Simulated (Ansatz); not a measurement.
**Structure relaxation, Ni**

The start is a relaxed Ni cell, doubled along one cell vector, shaken by Gaussian noise of σ = 0.08 Å a coordinate. The structure is fully relaxed (lattice and positions, P = 0) with PBE (plane waves to 420 eV, PAW, scalar-relativistic; Ansatz, a first-principles code). The first steps use a coarse 16×16×8 k-mesh.

Initial structure:
```
CELL_PARAMETERS angstrom
      0.00000     1.75926     1.75926
      1.75926     0.00000     1.75926
      3.51852     3.51852     0.00000
ATOMIC_POSITIONS crystal
  Ni 0.42747 0.56453 0.21974
  Ni 0.52886 0.56483 0.70059
```
Spin-polarised start, with parallel moments on Ni.

```yaml
largest_initial_force: 0.93 eV/Å, on Ni1, Ni2 (atoms numbered as listed)
moments_at_the_end: net 0.63 μB/atom, ferromagnetic
optimiser_moves: 6
```

The end point of the relaxation:

Space group Fm-3m (No. 225); a = b = c = 3.5184 Å, α = β = γ = 90.00°

```
atom  site  symmetry       x       y       z
----  ----  --------  ------  ------  ------
Ni      4a      m-3m  0.0000  0.0000  0.0000
```
(The calculation used a cell of 1 atom; values per cell refer to that cell.)

Final values are on a 23×23×23 k-mesh of the relaxed cell. Spin state reached: ferromagnetic (net 0.63 μB/atom), from parallel starting moments; other spin orders were not run from this start.

The run could not lose the symmetry of its start.
